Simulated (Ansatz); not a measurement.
**Two states of VClO**

```yaml
crystal:
  lattice:
    - [4.89938, 0.59529, -0.43097]
    - [0.76736, 4.81503, -0.81736]
    - [0.44500, 0.71230, 4.64476]
  atoms:
    - { symbol: V, position: [0.40216, 0.15392, 0.57118] }
    - { symbol: V, position: [0.00903, 0.76364, 0.39091] }
    - { symbol: Cl, position: [0.18425, 0.77132, 0.87153] }
    - { symbol: Cl, position: [0.59487, 0.66717, 0.10674] }
    - { symbol: O, position: [0.76445, 0.08209, 0.97586] }
    - { symbol: O, position: [0.31756, 0.34981, 0.07590] }
```

Single point in Ansatz 0.2.0 with r2SCAN. Cutoff 500 eV, PAW datasets, 4×4×4 (shifted by 0, 0.5, 0 steps) k mesh, methfessel-paxton filling (width 0.0529 eV).

State A: V1 up, V2 up, O5 down, O6 down (collinear spin). State B: V1 up, V2 down, O5 down, O6 down (collinear spin).

Question: Which state is lower, and how do they differ?

Answer: State B is lower by 17.9 meV an atom at zero smearing.

```
state  free energy (meV/atom)  largest moment in a small sphere (μB)  net moment (μB/cell)  gap on mesh (eV)  pressure (GPa)  largest force (eV/Å)
    A                    17.9                                   2.65                  4.00              0.08            -1.6                  6.70
    B                     0.0                                   2.51                  2.00              0.34            -2.4                  6.55
```

Origin: a disordered cell, so it need not be a known compound. Caveats: an odd or shifted mesh can miss the band edges, so this level's true gap may be smaller; atoms or cell far from equilibrium; the gap is not wide against the smearing.
